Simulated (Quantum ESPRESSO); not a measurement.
# AuRu6V: a guest atom moved from site to site

Simulated, not a measurement. The program is pw.x of Quantum ESPRESSO 7.5 (plane-wave density functional theory). The cell is made up: eight metal atoms on a face-centred cubic lattice, with elements, volume, strain and displacements drawn at random and not relaxed, so it may be unstable or far from any real phase. PseudoDojo standard norm-conserving files set the functional (PBE unless stated); there is no spin polarisation or spin-orbit coupling, the Fermi-Dirac width of 0.25 eV means electrons at about 2900 K, and the masses in the input are unused placeholders. Heavy elements are run without spin-orbit coupling, which real alloys of them have. A spin test at this wide smearing found no moment, but such smearing suppresses magnetism that the real alloy may have.

The runs move one Au atom among sites that otherwise hold Ru. Cell, positions, cutoff, mesh and smearing stay as in the input of run 1; sites are counted in its order. Stress in the tables is positive in tension.

Input of run 1:

```
&control calculation='scf', pseudo_dir='./dojo.nc.sr.pbe.v0_5.standard.upf', outdir='./o', disk_io='medium', tprnfor=.true., tstress=.true. /
&system ibrav=0, nat=8, ntyp=3, nbnd=81, ecutwfc=84.00895049, nosym=.true., tot_charge=0,
 occupations='smearing', smearing='fd', degauss=0.0183746611
/
&electrons conv_thr=1.470e-08, electron_maxstep=70, mixing_beta=0.5 /
ATOMIC_SPECIES
Au 1.0 Au.upf
Ru 1.0 Ru.upf
V 1.0 V.upf
CELL_PARAMETERS angstrom
0.0 -1.9645 -1.9645
-3.9289 1.9645 -1.9645
5.8934 5.8934 -3.9289
ATOMIC_POSITIONS angstrom
Au -0.0123 0.0615 0.0517
Ru 0.101 2.0046 -1.7346
Ru 0.048 3.9576 -3.9174
Ru 3.959 3.9126 -3.9451
V -2.0144 0.0186 -1.8793
Ru -1.9992 1.914 -3.9908
Ru 1.9615 1.8003 -4.0042
Ru 2.0771 3.9997 -5.9567
K_POINTS automatic
8 5 3 1 1 1
```

```
run  elements on sites 1 to 8  free energy less that of run 1 (eV)  -TS (eV)  pressure (GPa)  stress xx (GPa)  stress yy (GPa)  stress zz (GPa)  stress yz (GPa)  stress xz (GPa)  stress xy (GPa)  iterations
  1    Au Ru Ru Ru V Ru Ru Ru                                0.000    -2.107           -9.66            10.65             9.38             8.94            -1.05            -2.47            -0.59          24
  2    Ru Au Ru Ru V Ru Ru Ru                                0.089    -2.128           -9.17             9.38             9.86             8.27            -0.58            -1.46            -1.34          24
  3    Ru Ru Au Ru V Ru Ru Ru                               -0.252    -2.094           -9.60            10.09            10.17             8.53            -0.49            -2.40            -0.96          26
  4    Ru Ru Ru Au V Ru Ru Ru                               -0.033    -2.118           -9.49            11.07             9.07             8.33            -0.90            -2.36            -1.49          25
  5    Ru Ru Ru Ru V Au Ru Ru                                0.133    -2.133           -9.12             9.67             9.93             7.76            -0.95            -2.49            -0.65          26
  6    Ru Ru Ru Ru V Ru Ru Au                                0.002    -2.134           -9.48             9.83             9.88             8.73            -1.38            -1.06            -1.88          27
```

Forces Fx Fy Fz (eV/Å):

| site | run 1 | run 2 | run 3 | run 4 | run 5 | run 6 |
| --- | --- | --- | --- | --- | --- | --- |
| 1 | 0.03 -0.50 -0.15 | 0.04 -0.94 0.49 | 0.14 -0.14 -0.33 | 1.04 0.18 -0.67 | -0.92 -0.76 0.21 | -0.01 0.29 -0.69 |
| 2 | -1.08 0.36 -1.91 | -2.72 0.03 -2.22 | -1.19 -0.48 -1.14 | -0.97 -0.05 -1.64 | -2.22 0.02 -2.03 | -1.15 -0.34 -1.31 |
| 3 | -0.37 -0.50 0.20 | -0.05 -0.05 -0.27 | 0.01 -0.72 -0.10 | -0.15 -0.81 0.60 | 0.79 0.15 -0.55 | -0.94 -0.75 0.45 |
| 4 | -1.12 -0.40 0.66 | -0.22 -0.16 0.30 | -0.05 0.55 -0.35 | -0.23 -0.04 0.22 | 0.19 0.16 0.08 | 0.04 0.07 0.12 |
| 5 | 0.36 0.09 -0.19 | -0.20 -0.11 0.17 | 0.27 -0.09 -0.04 | 0.47 0.47 -0.56 | 0.26 -0.14 -0.02 | 1.71 0.63 -0.97 |
| 6 | 1.94 0.79 0.38 | 1.97 -0.04 1.55 | 0.05 -0.20 1.41 | 0.75 0.24 0.91 | 2.18 -0.15 1.93 | 1.09 0.42 0.70 |
| 7 | 0.54 1.06 0.17 | 1.54 1.62 -0.33 | 0.38 1.06 0.51 | -0.49 0.38 0.86 | 0.23 1.36 -0.25 | 0.23 0.58 0.65 |
| 8 | -0.29 -0.89 0.83 | -0.37 -0.34 0.31 | 0.39 0.02 0.03 | -0.43 -0.38 0.28 | -0.51 -0.65 0.63 | -0.99 -0.90 1.04 |

The sites are displaced and not relaxed, so the energy differences mix bonding between neighbours with strain and are not ordering energies. A rerun of one cell of this series at a higher cutoff and on a denser mesh moved values by no more than 0.019 eV in energy, 0.13 GPa in stress and 0.014 eV/Å in force, and a second program with other atomic files agreed on that cell to 2 % rms in force and 0.5 GPa in pressure.